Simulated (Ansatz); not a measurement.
Space group Pm-3m (No. 221). a = 3.549 Å, b = 3.549 Å, c = 3.549 Å, α = 90.00°, β = 90.00°, γ = 90.00°
```tsv
atom	site	symmetry	x	y	z
Mn	1a	m-3m	0.0000	0.0000	0.0000
Ni	3c	4/mm.m	0.0000	0.5000	0.5000
```

Equation of state of this MnNi3 structure (not necessarily the ground state), with shape and atoms relaxed at each volume where symmetry leaves them free. It has no gap at any of these volumes. The calculation used Ansatz 0.2.0, DFT r2SCAN, scalar-relativistic, plane waves, PAW.

Plane waves to 500 eV, a k mesh through Γ of 12×12×12 on the computed 4-atom cell and Gaussian smearing (0.10 eV); collinear spin.

```tsv
V (Å³/atom)	E − E(largest V) (meV/atom)	P (GPa)
9.835	65.37	32.29
10.170	8.75	22.11
10.506	-28.36	13.51
10.841	-48.91	6.21
11.176	-55.33	0.00
11.512	-49.69	-5.25
11.847	-33.94	-9.66
12.294	0.00	-14.43
```

Fit a third-order Birch–Murnaghan equation to E(V).

V0 = 11.18 Å³/atom, B0 = 190 GPa, B0' = 4.5.

The state reached may not be the lowest one. Only parallel moments were tried here.

Cost: 8 runs of about 24 core-minutes in all, on Arm Neoverse V1 (shared hosts).